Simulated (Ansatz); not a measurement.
Here is the system:

Y (dhcp (α-La type), space group No. 194), a = 3.539 Å, b = 3.539 Å, c = 11.378 Å, α = 90.00°, β = 90.00°, γ = 120.00°.

This is the PBEsol-relaxed structure.

Task: All from PBEsol in the plane-wave PAW code Ansatz, unless another level is named. Give the density of states at the Fermi level.

Result: 1.6 states/eV per atom (mean over ±0.08 eV).

Task: And the gap with spin–orbit coupling?

Result: none (metallic).

Space group P6_3/mmc (dhcp (α-La type)). The first step of the workflow began from a Materials Project structure, measured or hypothetical. Its sites differ from those of the usual phase in this space group: another stacking or structure type. Symmetry was held in the PBEsol relaxation; of distortions, only those at the zone centre were tested. The workflow began spin-polarised and lost its moments. Axis ratios of metals converge slowly with the k-mesh, so a and c are less sure than the volume. Spin–orbit coupling is left out wherever it is not named.

Potentials: the later of the program's two PAW sets.
